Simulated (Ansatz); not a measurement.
GaP:
```
GaP
1.0
    0.00000     2.72581     2.72581
    2.72581     0.00000     2.72581
    2.72581     2.72581     0.00000
Ga P
1 1
Direct
  0.00000   0.00000   0.00000
  0.75000   0.75000   0.75000
```

Tensor components refer to the Cartesian frame of this cell.

Task: Give the high-frequency dielectric tensor and the Born effective charge tensors of the independent atoms from DFPT, r²SCAN in the plane-wave PAW code Ansatz.

Result: 
ε∞:
```
9.35  0.00  0.00
0.00  9.35  0.00
0.00  0.00  9.35
```
Z* of atom 1 (Ga), rows: field, columns: displacement, in e:
```
2.15  0.00  0.00
0.00  2.15  0.00
0.00  0.00  2.15
```
Z* of atom 2 (P), rows: field, columns: displacement, in e:
```
-2.15   0.00   0.00
 0.00  -2.15   0.00
 0.00   0.00  -2.15
```

Static charges for comparison (Bader): Ga1 +0.92, P2 -0.92 e. Born charges measure polarisation by displacement and can exceed these by far.

Space group F-43m (zinc blende). The r²SCAN relaxation kept the symmetry of its start; phonons on a q-mesh show no instability. Scalar-relativistic: spin–orbit coupling is off unless named, which matters more the heavier the elements.

Potentials: the earlier of the program's two PAW sets.
